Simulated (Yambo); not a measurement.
G0W0@LDA for Al$_{3}$BC (space group P6_3/mmc, No. 194) in Yambo. Reference settings: 6×6×1 Γ-centred k mesh, 216 bands and a 8 Ry block in the screening, 216 bands in G with the Bruneval-Gonze terminator, plasmon pole fitted at 27.2 eV. The LDA gap Γ → M on this mesh is 0.45 eV; G0W0 gaps are taken between the same points.

The settings were changed. The gap went from 0.86 eV to 0.58 eV, and the shift of the valence edge from -0.32 eV to 0.09 eV.

Which change was made?
(A) 166 bands in W, 166 bands in G, 3 Ry block
(B) 45 bands in W, 45 bands in G, 2 Ry block
(C) 45 bands in W, 45 bands in G, 5 Ry block
(D) 45 bands in W, 45 bands in G, 3 Ry block

A, 166 bands in W, 166 bands in G, 3 Ry block. The others gave (gap, valence shift): 45 bands in W, 45 bands in G, 2 Ry block: 0.65, 0.51 eV; 45 bands in W, 45 bands in G, 3 Ry block: 0.66, 0.48 eV; 45 bands in W, 45 bands in G, 5 Ry block: 0.79, 0.36 eV.

Geometry of the Materials Project entry, not relaxed at this level; primitive cell a = 3.4812 Å, b = 3.4812 Å, c = 11.4684 Å, α = 90.00°, β = 90.00°, γ = 120.00°.

The structure is a Materials Project entry; no match was found in the copy of COD used, and its stability was not checked.

A shift is the quasiparticle energy of the state minus its LDA energy.
